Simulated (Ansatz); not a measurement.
The elements of this relaxed trial crystal are hidden behind letters.

```
lattice vectors (Å)
   4.8067    0.0000    0.0000
  -2.4033    4.1627    0.0000
   0.0000    0.0000    5.2589
fractional positions
X 0.6667 0.3333 0.7403
X 0.0000 0.0000 0.0000
X 0.6667 0.3333 0.2597
X 0.3333 0.6667 0.2597
X 0.3333 0.6667 0.7403
Z 0.0000 0.0000 0.5000
```

Theory: DFT PBE, scalar-relativistic, plane waves, PAW in Ansatz 0.2.0. Plane waves to 420 eV, a 12×12×8 mesh through Γ for the 6-atom cell and 0.10 eV Gaussian smearing; no spin polarisation.

| Quantity | Value |
| --- | --- |
| Space group | P6/mmm (No. 191) |
| Conventional cell | a = 4.807 Å, c = 5.259 Å |
| Volume per atom | 17.54 Å³ |
| Density | 8.63 g/cm³ |
| Formation energy | +0.48 eV/atom |
| Gap on the 12×12×8 mesh of the 6-atom cell | 0 eV (a metal) |

Energies are uncorrected and count from the elements' standard states at the same level.

Question: X is a p-block element of period 4 and Z is a d-block element of period 6. Which elements are they?

Answer: X = Ge, Z = W, so the formula is Ge5W. Density times volume gives a mean mass of 8.63 × 17.54/1.6605 = 91.2 u per atom, and this set has 91.2 u. Ge on a site of symmetry 3m has 1 Ge at 2.53 Å, 4 Ge at 2.73–2.78 Å, 3 W at 3.05 Å and 3 Ge at 3.09 Å; around Ge on a site of symmetry 6/mmm lie 2 W at 2.63 Å and 12 Ge at 3.09 Å; W is surrounded by 2 Ge at 2.63 Å and 12 Ge at 3.05 Å. Other sets within the hints have nearly the same mass, so mass alone doesn't settle it; this one was computed.

Spin–orbit coupling, which can matter for W, is left out. A structure relaxed within its symmetry needn't be a true minimum. Another cell of Ge5W relaxed alike, in P4/mmm, lies 180 meV/atom lower, so this cell isn't the stable form at this level.
